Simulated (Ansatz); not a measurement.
SiW (CsCl type, Pm-3m) at seven volumes, PBE (plane waves, PAW; program Ansatz), scaled uniformly. One row is withheld.

```
V (Å³/atom)  P (GPa)
-----------  -------
12.994         27.03
13.423         16.54
13.851             ?
14.280          0.00
14.708         -6.48
15.136        -11.97
15.565        -16.56
```

**Question.** Fit the shown pressures and predict the withheld one.

**Answer.** Third-order Birch–Murnaghan: P = (3/2)B₀(x^(7/2) − x^(5/2))[1 + (3/4)(B′ − 4)(x − 1)] with x = (V₀/V)^(2/3). Least squares on the six rows gives V₀ = 14.279 Å³/atom, B₀ = 232.8 GPa, B′ = 4.42. At V = 13.851, x = 1.0205 and P = 7.58 GPa. The run itself gave 7.61 GPa.

The cell is a constructed one: a structure type filled with these elements; neither database checked (COD, Materials Project) lists it. Whether it is the stable phase at ambient conditions was not checked. Symmetry was held in the PBE relaxation; its stability against distortions is not shown here. The run is not spin-polarised. Scalar-relativistic: spin–orbit coupling is off unless named, which matters more the heavier the elements.

Potentials: the earlier of the program's two PAW sets.
